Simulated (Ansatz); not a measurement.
**Cu (fcc)**

Level of theory: DFT, PBE, scalar-relativistic, no spin polarisation; plane waves to 420 eV with PAW datasets (Ansatz 0.2.0), Γ-centred 20×20×20 mesh, 0.05 eV Gaussian smearing. The datasets are Ansatz's generated set soft_2.

```
Cu
1.0
     0.00000    1.81460    1.81460
     1.81460    0.00000    1.81460
     1.81460    1.81460    0.00000
Cu
1
Direct
  0.00000 0.00000 0.00000
```

The cell is relaxed to zero pressure at this level.

Path: Γ–X–U | K–Γ–L–W–X, with Γ = (0.000, 0.000, 0.000), X = (0.500, 0.000, 0.500), U = (0.625, 0.250, 0.625), K = (0.375, 0.375, 0.750), L = (0.500, 0.500, 0.500), W = (0.500, 0.250, 0.750) in reciprocal vectors of the calculation's cell.

Q: Is it a metal or an insulator, and if it has a gap, where are the band edges on this path?

A: A metal: bands cross the Fermi level.

Levels between -3 and 5 eV from the Fermi level at the path's named points:
| point | below E_F (eV) | above E_F (eV) |
| --- | --- | --- |
| Γ | -2.93 -2.93 -2.93 -2.12 -2.12 |  |
| X | -1.57 -1.41 -1.41 | 1.49 |
| U and K | -2.68 -1.98 -1.60 | 4.31 |
| L | -2.97 -2.97 -1.55 -1.55 -0.98 | 3.73 |
| W | -2.16 -1.41 |  |

With 19 valence electrons in the calculation's cell and no magnetic order, the bands, two electrons each, can't all be full or empty: band theory demands a metal. (Only strong correlation, outside this picture, could make a Mott insulator of it.)
